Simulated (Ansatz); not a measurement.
AlCu:
```yaml
crystal:
  lattice:
    - [2.92351, 0.00000, 0.00000]
    - [0.00000, 2.92351, 0.00000]
    - [0.00000, 0.00000, 2.92351]
  atoms:
    - { symbol: Al, position: [0.00000, 0.00000, 0.00000] }
    - { symbol: Cu, position: [0.50000, 0.50000, 0.50000] }
```

Relaxed with LDA. Special points in fractions of this cell's reciprocal vectors: Γ (0.000, 0.000, 0.000); X (0.000, 0.500, 0.000); M (0.500, 0.500, 0.000); R (0.500, 0.500, 0.500).

Task: List the band energies nearest the Fermi level at these points for the program Ansatz at the LDA level (PAW).

Result: In eV from the Fermi level; about four levels below and three above (degenerate sets whole), none deeper than 8.9 eV; … stands for higher levels left out; points with the same levels are listed once.

| k | below | above |
|---|---|---|
| Γ | -5.31 -5.31 -4.17 -4.17 -4.17 | 3.97 3.97 3.97 |
| X | -4.65 -4.65 -4.11 -3.32 | 7.27 8.22 8.22 |
| M | -3.98 -3.98 -3.73 -0.91 | 0.07 10.67 … |
| R | -5.88 -5.88 -5.88 -3.71 -3.71 | 0.58 0.58 0.58 |

Space group Pm-3m (CsCl type). The first step of the workflow began from a Materials Project structure, measured or hypothetical; the Crystallography Open Database copy checked does not list it. COD files the formula under space group No. 12. Whether it is the stable phase at ambient conditions was not checked. The LDA relaxation kept the symmetry of its start. At this level the phase is mechanically unstable. The run is not spin-polarised.

Potentials: the later of the program's two PAW sets.
